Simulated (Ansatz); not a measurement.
Values for one crystal, relaxed and computed with r²SCAN (plane waves, PAW; program Ansatz); other levels are named.

```yaml
volume_per_atom: 26.14 Å³
band_gap: 1.59 eV (direct)
Pressure derivative B′: 4.4
electron_effective_mass: 0.13 mₑ (isotropic)
Hole effective mass, band 1 of 2 at the edge: 3.7 along x, 0.61 along z (mₑ)
Gap with spin–orbit coupling: 1.34 eV
Bulk modulus (Birch–Murnaghan fit): 54.9 GPa
```

**Question.** Pick the material that matches.
A) Zn2GeO4, spinel
B) SiGeC2, P-4m2 (Si on 1a, C on 2g, Ge on 1c)
C) ZnO, Pm-3n (Zn on 6c, O on 6d)
D) Zn4Te3S, P-4m2 (Pearson symbol tP8)

**Answer.** D, Zn4Te3S, P-4m2 (Pearson symbol tP8)

The start of the workflow was typed in or built on a structure type; neither database checked (COD, Materials Project) lists it. Its standing as an ambient phase is unchecked. The cell was relaxed with r²SCAN under the symmetry of its start; whether a distortion lowers the energy is not shown. Spin–orbit coupling is left out wherever it is not named.

Potentials: the earlier of the program's two PAW sets.
